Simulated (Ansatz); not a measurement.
In3Se: a faulty run and its cure

Someone meant to compute In3Se with PBE, plane waves and PAW in Ansatz and wrote this input.

```yaml
crystal:
  lattice:
    - [4.803758, 0.0, 0.0]
    - [0.0, 4.803758, 0.0]
    - [0.0, 0.0, 4.803758]
  atoms:
    - { symbol: In, position: [0.0, 0.5, 0.5] }
    - { symbol: In, position: [0.5, 0.0, 0.5] }
    - { symbol: In, position: [0.5, 0.5, 0.0] }
    - { symbol: Se, position: [0.0, 0.0, 0.0] }
basis:
  ecutwfc: 90
kpoints:
  mp_grid: { grid: [10, 10, 10] }
hamiltonian:
  xc: pbe
scf:
  occupations: { method: gaussian, width: 0.1 }
  max_iter: 54
output:
  forces: true
  stress: true
  eigenvalues: true
```

Command:

```bash
ansatz run input.yaml --threads 1 --pin off --max-ram 2560MiB --backend cpu --events-out ev --progress --plain --runs-dir out
```

Output, shortened (HF is the Harris–Foulkes energy, dr2 the density residual in eV):

```text
Warning: basis.ecutwfc = 90 eV is below the records' recommended 420 eV, and the density's cutoff is lower with it unless basis.ecutrho_ratio is high enough to keep the records' density cutoff: compare with a run at a higher cutoff
Pseudopotential: In, paw, valence charge 13, recommended cutoff 420 eV (normal)
Pseudopotential: Se, paw, valence charge 16, recommended cutoff 420 eV (normal)
Crystal: 4 atoms, lattice volume = 110.852 Å³
Basis set: ecut = 90 eV, 203 PW (Γ), exchange–correlation on 30×30×30 points (8 copies of the dense FFT grid, shifted against one another)
Bands: 33, of which v1, the nominal top of the filled ones, is band 28 counted from 1 (27 counted from 0)
Symmetry: 48 space group operations
Space group: Pm-3m (ITA 221), of the structure as read, at distance tolerance 4.8e-5 Å
k-points: 56 of 1000
Initial density: superposition of atomic densities, corrected by the library's trained network
SCF iter   1: HF=-21635.267036 eV  Δρ=9.58e-1  dr2=9.53e2
SCF iter   2: HF=-21147.383513 eV  Δρ=2.36e-1  dr2=5.55e1
SCF iter   3: HF=-21120.657205 eV  Δρ=4.03e-2  dr2=3.27e0
SCF iter   4: HF=-21120.337196 eV  Δρ=1.97e-2  dr2=7.73e-1
   ...
SCF iter  11: HF=-21120.251576 eV  Δρ=5.41e-5  dr2=7.05e-6
SCF iter  12: HF=-21120.251575 eV  Δρ=1.91e-5  dr2=8.69e-7
SCF iter  13: F=-21120.251575 eV  HF=-21120.251575 eV  Δρ=2.90e-6  dr2=2.02e-8
SCF 1 converged in 13 iterations: F = -21120.251575 eV  dr2 = 2.02e-8
SCF converged after 13 iterations
Free energy (F): -21120.251575 eV
E sigma→0 (E₀):  -21120.244573 eV
Entropy (-TS):   -0.014003 eV (-3.501 meV/atom)
Fermi energy:    7.503908 eV
--- Forces (eV/Å), atoms counted from 1 ---
  atom   1  In     0.00000000    -0.00000000    -0.00000000
  atom   2  In     0.00000000    -0.00000000    -0.00000000
  atom   3  In    -0.00000000    -0.00000000    -0.00000000
  atom   4  Se    -0.00000000     0.00000000     0.00000000
--- Stress (GPa, compression-positive) ---
       -3.925096      -0.000000       0.000000
       -0.000000      -3.925096       0.000000
        0.000000       0.000000      -3.925096
  P = ⅓ Tr σ = -3.9251 GPa (-39.251 kbar)
```

Problem. The run finished without an error. What is wrong all the same?

Solution. The fault is a cutoff far under the potentials' need. The plane waves can't represent the pseudo-wavefunctions. The cure is the recommended cutoff.

Fix (which also takes the iteration limit of the reference run):

```diff
 basis:
-  ecutwfc: 90
+  ecutwfc: 420
 scf:
-  max_iter: 54
```

With the mended input the run converges and gives a pressure of -0.32 GPa, no gap. The faulty run's energy lay 286 eV per atom higher.

The mended run took 38 s on 1 thread of Intel(R) Xeon(R) Processor @ 2.50GHz (Skylake/Cascade Lake) (shared host), peak memory 0.46 GiB.